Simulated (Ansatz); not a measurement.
GeP$_{3}$, first-principles data

GeP₃:
```
GeP3
1.0
    3.49856     2.01989     3.15845
   -3.49856     2.01989     3.15845
    0.00000    -4.03979     3.15845
Ge P
2 6
Cartesian
  0.00000   0.00000   2.49059
  0.00000   0.00000   6.98477
  1.83126  -1.05728   5.75995
  0.00000   2.11456   5.75995
 -1.83126  -1.05728   5.75995
 -1.83126   1.05728   3.71541
  1.83126   1.05728   3.71541
  0.00000  -2.11456   3.71541
```

Space group R-3m (No. 166); conventional cell a = b = 6.997 Å, c = 9.475 Å, α = β = 90.00°, γ = 120.00°.

Method: DFT-LDA in the program Ansatz with PAW potentials. Structure relaxed to zero pressure with the same functional. Other levels are named where they apply.

Cell and energy:

Volume per atom: 16.74 Å³
Density: 4.11 g/cm³
Formation energy from the elements (no fitted shifts): -0.054 eV/atom

Electronic structure:

- Electronic character: metallic (no gap)
- Density of states at the Fermi level: 0.25 states/eV per atom (mean over ±0.08 eV)
- Gap with spin–orbit coupling: none (metallic)

Mechanics:

* **Elastic constants (relaxed ions, GPa)**: C11 = 172, C12 = 48.2, C13 = 34.2, C14 = 14.2, C33 = 63.8, C44 = 46.8
* **Mechanical stability**: stable (all eigenvalues of C positive)
* **Hill bulk and shear moduli**: 63.4 and 46.7 GPa
* **Young's modulus**: 112 GPa
* **Poisson's ratio**: 0.20
* **Debye temperature from the elastic constants**: 433 K

Charges:

- Bader charges: Ge +0.53, P -0.18 e

The workflow started from an entry of the Crystallography Open Database (COD). Its standing as an ambient phase is unchecked. Symmetry was held in the LDA relaxation; whether a distortion lowers the energy is not shown. A crystal of weakly bound layers computed without a dispersion correction: the cell and the soft elastic constants depend strongly on that. As this level gives no gap, shear constants depend on the k-mesh and smearing (Fermi–Dirac, 0.1 eV here). The references are the lowest solids computed at this level, not always the standard phases. Spin–orbit coupling is left out wherever it is not named.

Potentials: the later of the program's two PAW sets.
